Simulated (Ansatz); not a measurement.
Given:

K$_{4}$BeAs$_{2}$ (space group R-3m)

```
K4BeAs2
1.0
    2.83737     1.63816     8.62074
   -2.83737     1.63816     8.62074
    0.00000    -3.27631     8.62074
K Be As
4 1 2
Direct
  0.62395   0.62395   0.62395
  0.37605   0.37605   0.37605
  0.20853   0.20853   0.20853
  0.79147   0.79147   0.79147
  0.00000   0.00000   0.00000
  0.91997   0.91997   0.91997
  0.08003   0.08003   0.08003
```

E(V) scan at fixed shape, V₀ the volume above. The atoms relax within the cell's symmetry.

Calculation: r2SCAN (plane waves to 500 eV, PAW, scalar-relativistic; Ansatz, an electronic-structure program). k mesh 7×7×7 (Γ-centred), Fermi-Dirac smearing 0.05 eV. Energies are smeared free energies. Stress and pressure are positive under compression. With the shape held, the modulus is that of even scaling; a crystal free to change shape is softer. K4BeAs2 was relaxed with its symmetry unable to fall. ΔE is measured from the relaxed starting cell.

The scan covers V/V₀ from 0.840 to 1.160 in 13 points.

Q: What pressure does the cell carry at V/V₀ = 0.840?

A: 4.40 GPa.

Q: What is ΔE at V/V₀ = 1.160?

A: 37.1 meV/atom.

Q: What is ΔE at V/V₀ = 0.840?

A: 64.9 meV/atom.

(Under strain, the slope of the energy per volume gives the stress and its curvature an elastic modulus.)
